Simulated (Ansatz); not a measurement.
Crystals of one structure type (zinc blende) and one family of elements, relaxed and computed with the program Ansatz at the r²SCAN level (PAW).

```tsv
crystal	V (Å³/atom)	B₀ by P(V) fit (GPa)
AlN	10.43	210
BP	11.67	169
BAs	13.67	141
GaP	20.25	?
GaAs	22.73	72.3
InAs	28.48	57.2
GaSb	28.83	52.8
```

**Question.** Fit a straight line to ln B₀ against ln V and predict the withheld value.

**Answer.** Least squares on the 6 shown rows: ln B₀ = -1.30 × ln V + (8.358), with a scatter of 3.0 %. For GaP this gives 85.4. The run itself gave 87.6, a miss of 2.5 % of that.

All cells were relaxed under the symmetry of their starts (and spin orders); stability against distortions was not tested throughout. Scalar-relativistic: spin–orbit coupling is off unless named, which matters more the heavier the elements.

Potentials: the earlier of the program's two PAW sets. The files were generated under PBE; for other functionals the program regenerates the frozen cores, and for LDA and PBEsol the local potential too.
